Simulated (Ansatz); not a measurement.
Starting cell, C (graphite type, space group P6_3/mmc):

```
C
1.0
    2.45522     0.00000     0.00000
   -1.22761     2.12628     0.00000
    0.00000     0.00000     6.67052
C
4
Direct
  0.00000   0.00000   0.25000
  0.00000   0.00000   0.75000
  0.33333   0.66667   0.25000
  0.66667   0.33333   0.75000
```

Scan: atom 1 (C, nearest neighbour C at 1.418 Å; its periodic images, 2.5 Å or more away, move with it) is displaced along Cartesian z, direction (0.000, 0.000, 1.000) in Cartesian axes, by s. The other atoms stay.

These are r2SCAN+rVV10 (plane waves to 500 eV, PAW, scalar-relativistic; Ansatz, a quantum-chemistry and plane-wave program) values and carry that method's errors. k mesh 12×12×4 (Γ-centred), Fermi-Dirac smearing 0.05 eV. E stands for the smeared free energy. With partly filled bands, energies and forces of such displacements shift with the k mesh and the smearing. C was relaxed with its symmetry unable to fall. The PAW data are Ansatz's earlier set. The zero of ΔE is the undisplaced structure. The last digit holds for this mesh only.

```tsv
s (Å)	ΔE (meV/cell)
-0.430	1626.3
-0.344	1036.4
-0.258	withheld
-0.172	256.8
-0.086	63.9
0.000	0.0
0.086	63.9
0.172	256.8
0.258	withheld
0.344	1036.4
0.430	1626.3
```

### Question
Fit an even polynomial form (powers 2, 4, 6) to the given rows and predict ΔE at s = 0.258.

### Answer
Least squares on the 9 given rows: ΔE = (8645)·s² + (1204)·s⁴ + (-2117)·s⁶, in meV/cell with s in Å; root-mean-square residual 0.06 meV/cell. At 0.258 the fit gives 580.2 meV/cell; the calculation gives 580.3 meV/cell, so the interpolation is off by -0.1 (-0.0 %). The quadratic term alone would give 575.4 meV/cell.

(A displaced cell: forces are minus the slopes of the energy, force constants its curvatures, and phonons follow from these.)
